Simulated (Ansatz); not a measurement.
## Structures of TeW3: which is lowest?

Plane-wave DFT in Ansatz with scalar-relativistic PAW potentials, cutoff 420 eV, Γ-centred meshes chosen by cell and gap, Gaussian smearing with energies taken to zero width. Every cell was relaxed (cell and atoms) in a run of its own, within the symmetry of its start. Functional: PBE.

Relaxed structures (starts from databases or built by putting these elements on another compound's sites):
A. I4/mmm, 4 atoms in the computed cell, a = 3.925 Å, c = 8.954 Å; sites (symmetry × multiplicity) Te 4/mmm × 2, W -4m2 × 4 + 4/mmm × 2; start: built
B. P6_3/mmc, 8 atoms in the computed cell, a = 6.165 Å, c = 4.534 Å; sites (symmetry × multiplicity) Te -6m2 × 2, W mm2 × 6; start: built

Problem. Rank them by energy. Could pressure change the order?

Solution.
```tsv
structure	group	E − E(lowest) (meV/atom)	V (Å³/atom)	gap on mesh (eV)
A	I4/mmm	0.0	17.24	0.00
B	P6_3/mmc	10.9	18.65	0.00
```

A is lowest, 11 meV/atom under B. The lowest is also the densest of these, so pressure wouldn't bring one of the others in at first order. Other structures may lie lower than all of these, and vibrations aren't counted.

Spin-orbit coupling is left out, which matters for the bands of heavy elements.